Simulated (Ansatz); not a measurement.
One crystal and one scan (energy against volume) at two levels, r2SCAN+rVV10 (plane waves to 500 eV, PAW, scalar-relativistic; Ansatz, a program for electronic structure) and PBE-D3(BJ) (plane waves to 420 eV, PAW, scalar-relativistic; Ansatz), each from its own relaxed cell and on its own mesh. The cell shown is that of r2SCAN+rVV10.

SnO (litharge type, space group P4/nmm)

```xyz
4
Lattice="3.7934 0.0000 0.0000 0.0000 3.7934 0.0000 0.0000 0.0000 4.7643" Properties=species:S:1:pos:R:3 pbc="T T T"
Sn     1.8967     0.0000     1.1462
Sn     0.0000     1.8967     3.6181
O      0.0000     0.0000     0.0000
O      1.8967     1.8967     0.0000
```

The volume is varied about the relaxed value V₀ at fixed cell shape. The atoms relax within the cell's symmetry.

Energies are smeared free energies. SnO was relaxed with its symmetry unable to fall. With the shape held, the modulus is that of even scaling; a crystal free to change shape is softer. Percentages come from the unrounded values.

Results of r2SCAN+rVV10:

| Property | Value |
|---|---|
| Lattice constant a (Å) | 3.793 |
| Lattice constant c (Å) | 4.764 |
| Relaxed volume (Å³/atom) | 17.14 |
| Bulk modulus at fixed cell shape B₀ (third-order Birch-Murnaghan fit) (GPa) | 54.1 |
| Pressure derivative B₀′ (fit) | 3.7 |

### Question
Estimate the PBE-D3(BJ) values.

### Answer
```
quantity                                                                     PBE-D3(BJ)  r2SCAN+rVV10 − PBE-D3(BJ)
---------------------------------------------------------------------------  ----------  -------------------------
Lattice constant a (Å)                                                            3.837            -0.044 (-1.1 %)
Lattice constant c (Å)                                                            4.759            +0.005 (+0.1 %)
Relaxed volume (Å³/atom)                                                          17.52             -0.38 (-2.1 %)
Bulk modulus at fixed cell shape B₀ (third-order Birch-Murnaghan fit) (GPa)        48.7               +5.4 (+11 %)
Pressure derivative B₀′ (fit)                                                       2.9               +0.8 (+26 %)
```

r2SCAN+rVV10 gives the higher value for: bulk modulus at fixed cell shape B₀; pressure derivative B₀′. r2SCAN+rVV10 gives the lower value for: lattice constant a; relaxed volume. They agree on: lattice constant c (within 0.2 %). (r2SCAN+rVV10) At this level the bands of SnO touch or barely overlap; measurements give the solid a gap. (PBE-D3(BJ)) At this level the bands of SnO touch or barely overlap; measurements give the solid a gap. Neither level is exact: the differences show how much the result hangs on the functional.

(A scan under strain: stresses follow from slopes of the energy per volume, elastic moduli from its curvatures.)
